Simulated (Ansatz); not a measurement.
**Collinear states of WS**

Method: Ansatz, DFT r2SCAN, scalar-relativistic, plane waves, PAW.

```
W S
1.0
     0.00000    2.63985    2.63985
     2.63985    0.00000    2.63985
     2.63985    2.63985    0.00000
W S
1 1
Direct
  0.00000 0.00000 0.00000
  0.25000 0.25000 0.25000
```

The plane-wave cutoff is 500 eV and the Γ-centred k-mesh is 14×14×14. The occupation rule is Gaussian smearing, 0.1 eV. The list of starting moments (μB, in atom order) is 2.5 0 and the check for lower electronic states after the SCF is off.

All runs keep this geometry, which isn't relaxed for the lowest state (largest force there 0.000 eV/Å, pressure 6.1 GPa) and needn't be a stable compound; relaxing each order would shift the differences by some 12 meV/atom, going by the pressures and a bulk modulus of about 150 GPa. Spin–orbit coupling is left out, which for heavy magnetic ions can matter as much as these differences. r2SCAN tends to overstate moments in metals, so a weak moment here may be absent in the real material. Site moments are spin moments in atom-centred spheres that scale with the neighbour distance. The states are those that the runs reached from these starts; a lower one can exist. No antiferromagnetic start is among these.

Q: Order the starts by the energy of the state that they reach, lowest first.
A. large parallel starting moments
B. no spin

A: A (0.00 meV/atom), B (12.0 meV/atom).

```
                          start ends energy above lowest (meV/atom) site moments (μB) gap on mesh (eV) P (GPa)
                        no spin non-magnetic                            12.0     none over 0.05             metal      2.3
large parallel starting moments ferromagnetic                            0.00            W +0.70             metal      6.1
```

Cost: 2 runs of about 0.52 core-minutes in all, on Intel Xeon 6975P-C (Granite Rapids) (shared hosts).